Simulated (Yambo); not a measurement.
Yambo run on Cs₂PtH₆ (space group Fm-3m, No. 225). The wavefunctions are norm-conserving PBEsol (Quantum ESPRESSO, 84 Ry, without SOC) ones on a 2×2×2 mesh (21 occupied bands); a = b = c = 6.344 Å, α = β = γ = 60.00°.

Yambo input:

```
rim_cut
HF_and_locXC
RandQpts= 1000000
RandGvec= 1 Ry
EXXRLvcs= 84 Ry
VXCRLvcs= 336 Ry
% QPkrange
 1 | 1 | 21 | 22 |
 2 | 2 | 21 | 22 |
 3 | 3 | 21 | 22 |
%
```

k points by index: 1 = Γ, 2 = L, 3 = X.

The o-*.hf file then holds:

```
#    K-point    Band    Eo [eV]    Ehf [eV]    Vxc [eV]    Vnlxc [eV]
#
    1    21    -0.512545    -3.937792    -10.91152    -14.33677
    1    22    4.450152    7.944660    -6.260080    -2.765572
    2    21    -0.213001    -3.601700    -11.36469    -14.75339
    2    22    5.039303    8.938090    -10.69620    -6.797415
    3    21    0.000000    -3.347239    -11.65357    -15.00081
    3    22    3.841213    7.154236    -8.798046    -5.485022
```
Exchange alone, without screening.

Geometry of the Materials Project entry, not relaxed at this level.

The structure is a Materials Project entry; no match was found in the copy of COD used, and its stability was not checked.
